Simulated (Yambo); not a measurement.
G0W0@PBEsol for YVO4 (space group I4_1/amd, No. 141) in Yambo. Reference settings: 2×2×2 Γ-centred k mesh, bands 3 to 250 and a 7 Ry block in the screening, 250 bands in G with the Bruneval-Gonze terminator, plasmon pole fitted at 27.2 eV. The PBEsol gap Γ → Γ on this mesh is 2.89 eV; G0W0 gaps are taken between the same points.

The settings were changed. The gap went from 5.04 eV to 5.18 eV, and the shift of the valence edge from -0.60 eV to -0.23 eV.

Q: Name the change that produced these shifts.
A. 169 bands in G
B. 128 bands in W
C. pole fitted at 40 eV
D. 169 bands in G, no terminator

A: D, 169 bands in G, no terminator. The others gave (gap, valence shift): pole fitted at 40 eV: 5.06, -0.65 eV; 169 bands in G: 5.02, -0.59 eV; 128 bands in W: 5.07, -0.49 eV.

Geometry of the Materials Project entry, not relaxed at this level; primitive cell a = b = c = 5.9468 Å, α = β = 106.28°, γ = 116.07°.

The runs are not spin-polarised; magnetic order was not tried.

A shift is the quasiparticle energy of the state minus its PBEsol energy.
